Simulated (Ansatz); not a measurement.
Al₂Cu:
```cif
data_Al8Cu4
_chemical_formula_sum 'Al8 Cu4'
_space_group_name_H-M_alt 'I4/mcm'
_space_group_IT_number 140
_space_group_name_Hall '-I 4 2c'
_cell_length_a 6.05143
_cell_length_b 6.05143
_cell_length_c 4.88756
_cell_angle_alpha 90.000
_cell_angle_beta 90.000
_cell_angle_gamma 90.000
loop_
_atom_site_label
_atom_site_type_symbol
_atom_site_symmetry_multiplicity
_atom_site_Wyckoff_symbol
_atom_site_fract_x
_atom_site_fract_y
_atom_site_fract_z
_atom_site_occupancy
Al1 Al 8 h 0.15863 0.34137 0.00000 1
Cu1 Cu 4 a 0.00000 0.00000 0.25000 1
```
(The calculation used a cell of 6 atoms; values per cell refer to that cell.)

Relaxed with PBE.

Task: Which orbitals make up the states near the Fermi level in PBE in the plane-wave PAW code Ansatz?

Result: Within 0.5 eV of the Fermi level: Al 3p 58 %, Al 3s 23 %, Cu 3d 9 %, outside the projected shells 5 %. Projections are on Löwdin-orthogonalised atomic valence shells; empty p or d shells of many metals are not among them.

Task: Tabulate the density of states.

Result: States/eV per cell of 6 atoms, in 0.25 eV bins, energy from the Fermi level.

| E (eV) | total | Cu 3d | Al 3p | Al 3s |
|---|---|---|---|---|
| -7.85 | 1.12 | 0.03 | 0.58 | 0.36 |
| -7.60 | 1.22 | 0.05 | 0.63 | 0.39 |
| -7.35 | 1.28 | 0.06 | 0.67 | 0.40 |
| -7.10 | 1.39 | 0.09 | 0.72 | 0.42 |
| -6.85 | 1.44 | 0.12 | 0.74 | 0.43 |
| -6.60 | 1.54 | 0.16 | 0.77 | 0.47 |
| -6.35 | 1.71 | 0.23 | 0.82 | 0.51 |
| -6.10 | 1.89 | 0.35 | 0.86 | 0.54 |
| -5.85 | 2.14 | 0.54 | 0.89 | 0.56 |
| -5.60 | 2.62 | 0.91 | 0.94 | 0.61 |
| -5.35 | 3.77 | 1.91 | 0.98 | 0.71 |
| -5.10 | 5.15 | 3.43 | 0.88 | 0.66 |
| -4.85 | 6.57 | 5.09 | 0.84 | 0.44 |
| -4.60 | 7.29 | 5.89 | 0.90 | 0.27 |
| -4.35 | 8.16 | 6.71 | 0.95 | 0.25 |
| -4.10 | 15.41 | 13.83 | 1.11 | 0.26 |
| -3.85 | 15.32 | 13.91 | 0.95 | 0.26 |
| -3.60 | 6.16 | 5.00 | 0.68 | 0.33 |
| -3.35 | 7.82 | 6.39 | 0.91 | 0.39 |
| -3.10 | 7.89 | 6.35 | 1.00 | 0.41 |
| -2.85 | 3.51 | 1.70 | 1.26 | 0.41 |
| -2.60 | 2.41 | 0.85 | 1.10 | 0.36 |
| -2.35 | 2.20 | 0.67 | 1.04 | 0.37 |
| -2.10 | 2.45 | 0.60 | 1.30 | 0.41 |
| -1.85 | 2.51 | 0.64 | 1.35 | 0.38 |
| -1.60 | 2.08 | 0.42 | 1.17 | 0.36 |
| -1.35 | 1.85 | 0.28 | 1.10 | 0.34 |
| -1.10 | 2.03 | 0.24 | 1.31 | 0.34 |
| -0.85 | 2.27 | 0.25 | 1.39 | 0.46 |
| -0.60 | 2.65 | 0.31 | 1.54 | 0.58 |
| -0.35 | 2.49 | 0.27 | 1.44 | 0.56 |
| -0.10 | 2.21 | 0.21 | 1.29 | 0.51 |
| 0.15 | 1.75 | 0.15 | 1.02 | 0.41 |
| 0.40 | 1.66 | 0.12 | 0.99 | 0.37 |
| 0.65 | 1.68 | 0.11 | 1.03 | 0.36 |
| 0.90 | 1.51 | 0.09 | 0.93 | 0.32 |
| 1.15 | 1.63 | 0.10 | 0.97 | 0.35 |
| 1.40 | 2.02 | 0.13 | 1.12 | 0.47 |
| 1.65 | 1.83 | 0.12 | 0.91 | 0.47 |
| 1.90 | 2.15 | 0.13 | 1.02 | 0.52 |
| 2.15 | 2.31 | 0.12 | 1.12 | 0.53 |
| 2.40 | 2.80 | 0.13 | 1.37 | 0.65 |
| 2.65 | 2.92 | 0.12 | 1.43 | 0.68 |
| 2.90 | 2.57 | 0.09 | 1.28 | 0.58 |
| 3.15 | 2.46 | 0.08 | 1.23 | 0.55 |
| 3.40 | 2.67 | 0.08 | 1.33 | 0.62 |
| 3.65 | 2.71 | 0.07 | 1.34 | 0.62 |
| 3.90 | 2.52 | 0.06 | 1.25 | 0.54 |
| 4.15 | 2.37 | 0.05 | 1.17 | 0.48 |
| 4.40 | 2.52 | 0.05 | 1.26 | 0.48 |
| 4.65 | 2.87 | 0.05 | 1.46 | 0.51 |

The PBE relaxation kept the symmetry of its start. The run is not spin-polarised.

Potentials: the later of the program's two PAW sets.
